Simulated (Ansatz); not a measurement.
The relaxed structure here is a generated cell of InSb: the first start was made by placing the elements on the sites of a structure type, and the end was not matched to a known phase here, so it may be hypothetical. Known forms of InSb include space group No. 216.

The end point of a relaxation of InSb. Method: PBEsol (plane waves to 420 eV, PAW, scalar-relativistic; Ansatz, a quantum-chemistry and plane-wave program).

```xyz
12
Lattice="4.6040 0.0000 0.0000 -2.3020 3.9872 0.0000 0.0000 0.0000 22.6234" Properties=species:S:1:pos:R:3 pbc="T T T"
In     0.0000     0.0000    22.6210
In     0.0000     0.0000    11.3093
In     2.3020     1.3291    18.8415
In     0.0000     2.6581     7.5298
In     2.3020     1.3291     3.7651
In     0.0000     2.6581    15.0768
Sb     0.0000     0.0000    19.7868
Sb     0.0000     0.0000     8.4751
Sb     2.3020     1.3291    16.0209
Sb     0.0000     2.6581     4.7092
Sb     2.3020     1.3291     0.9452
Sb     0.0000     2.6581    12.2568
```

Task: Find the space group and the Wyckoff positions (tolerance 0.01 Å).

Result: Space group P6₃mc (No. 186); a = 4.6040 Å, b = 4.6040 Å, c = 22.6234 Å, α = 90.00°, β = 90.00°, γ = 120.00°

| atom | site | symmetry | x | y | z |
|---|---|---|---|---|---|
| In | 2a | 3m. | 0.0000 | 0.0000 | 0.4999 |
| In | 2b | 3m. | 0.3333 | 0.6667 | 0.3328 |
| In | 2b | 3m. | 0.6667 | 0.3333 | 0.1664 |
| Sb | 2a | 3m. | 0.0000 | 0.0000 | 0.3746 |
| Sb | 2b | 3m. | 0.3333 | 0.6667 | 0.2082 |
| Sb | 2b | 3m. | 0.6667 | 0.3333 | 0.0418 |

This is the AFLOW prototype AB_hP12_186_a2b_a2b (B6, as in SiC).

Task: Give the shortest distances between elements (the closest pairs, up to four, under 3.6 Å).

Result: In–Sb 2.82 Å.

* **Volume per atom**: 34.61 Å³
* **Band gap**: zero, with touching bands (no spin-orbit coupling)

No spin polarisation in the result. Spin-orbit coupling is missing; with elements this heavy it can move band edges by tenths of an eV or more. The gap comes from the SCF mesh and the high-symmetry points alone.

The run could not lose the symmetry of its start: the end is stationary, and may be a saddle point rather than a minimum.
